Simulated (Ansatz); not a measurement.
## Tetragonal deformation path in AlInSb2

Method: DFT r2SCAN, scalar-relativistic, plane waves, PAW in Ansatz. The runs took a 500 eV cutoff, a Γ-centred 8×8×6 mesh and Gaussian smearing (0.05 eV). Spin–orbit coupling is left out, which matters for the heavy elements here. No spin polarisation. Energies are free energies at this smearing, counted from the undisturbed cell; pressure is positive in compression.

Reference structure (as given, not relaxed at this level; it stands at -0.1 GPa, and it needn't be the usual structure):

```
CELL_PARAMETERS angstrom
4.50617 0.00000 0.00000
0.00000 4.50617 0.00000
0.00000 0.00000 6.34882
ATOMIC_POSITIONS crystal
Al 0.00000 0.00000 0.00000
In 0.50000 0.50000 0.50000
Sb 0.00000 0.50000 0.23337
Sb 0.50000 0.00000 0.76663
```

At fixed volume and fractional coordinates, lengths along (0.000, 0.000, 1.000) are scaled against those across it; ρ is that ratio over its starting value.

```csv
ρ,ΔE (meV/atom),pressure (GPa),gap on the mesh (eV)
0.800,96.7,-1.0,0.14
0.850,56.5,-0.6,0.50
0.920,17.5,-0.2,0.85
0.960,5.0,-0.1,0.97
1.000,0.0,-0.1,0.94
1.050,4.8,-0.1,0.83
1.100,22.3,-0.2,0.60
1.200,95.1,-0.4,0.03
```